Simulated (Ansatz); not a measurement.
This run works on a proposed trial structure, not on a known crystal.

Input and command of a plane-wave DFT calculation in Ansatz:

```yaml
crystal:
  lattice:
    - [3.2659689091, 0.0, 0.0]
    - [-1.6329844545, 2.8284120433, 0.0]
    - [0.0, 0.0, 13.2031094757]
  atoms:
    - { symbol: Sc, position: [0.6666666667, 0.3333333333, 0.8787692507] }
    - { symbol: Sc, position: [0.3333333333, 0.6666666667, 0.1212307493] }
    - { symbol: Sc, position: [0.3333333333, 0.6666666667, 0.6874470041] }
    - { symbol: Sc, position: [0.6666666667, 0.3333333333, 0.3125529959] }
    - { symbol: Sc, position: [0.0, 0.0, 0.5] }
    - { symbol: S, position: [0.0, 0.0, 0.0] }
basis:
  ecutwfc: 420
kpoints:
  mp_grid: { grid: [12, 12, 4] }
hamiltonian:
  xc: pbe
scf:
  occupations: { method: gaussian, width: 0.1 }
output:
  forces: true
  stress: true
  eigenvalues: true
  write_density: true
  write_potential: true
  elf: true
  volumetric_format: npy
relax:
  adjacent_minimum: "off"
  f_tol: 0.01
  max_steps: 30
  cell: { stress_tol: 0.1, fix: [volume] }
```

```bash
ansatz run input.yaml --threads 1 --pin off --max-ram 2560MiB --backend cpu --events-out ev --progress --plain --runs-dir out
```

Processor: Intel(R) Xeon(R) Platinum 8488C (Sapphire Rapids), 1 thread, on a host shared with other jobs.

Q: Estimate time, memory and problem size.

A: About 70 s, peak memory 0.6 GiB. It solves 37 bands at 69 k points (after reduction by symmetry) with about 2445 plane waves, in 26 SCF iterations over 4 ionic steps.
